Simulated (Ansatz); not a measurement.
TiAs (CsCl type, space group No. 221) at seven volumes, plane-wave PAW PBEsol (Ansatz code), scaled uniformly. One row is withheld.

| V (Å³/atom) | P (GPa) |
|---|---|
| 14.253 | 15.11 |
| 14.722 | 9.26 |
| 15.192 | ? |
| 15.662 | 0.00 |
| 16.132 | -3.73 |
| 16.602 | -6.92 |
| 17.072 | -9.64 |

**Question.** Fit the shown pressures and predict the withheld one.

**Answer.** Third-order Birch–Murnaghan: P = (3/2)B₀(x^(7/2) − x^(5/2))[1 + (3/4)(B′ − 4)(x − 1)] with x = (V₀/V)^(2/3). Least squares on the six rows gives V₀ = 15.659 Å³/atom, B₀ = 132.8 GPa, B′ = 4.02. At V = 15.192, x = 1.0204 and P = 4.27 GPa. The run itself gave 4.32 GPa.

Space group Pm-3m (CsCl type). The cell is a constructed one: a structure type filled with these elements; neither database checked (COD, Materials Project) lists it. COD files the formula under space group No. 194. Whether it is the stable phase at ambient conditions was not checked. The PBEsol relaxation kept the symmetry of its start. At this level the phase is mechanically unstable. No spin polarisation was allowed.

Potentials: the earlier of the program's two PAW sets. The files were generated under PBE; for other functionals the program regenerates the frozen cores, and for LDA and PBEsol the local potential too.
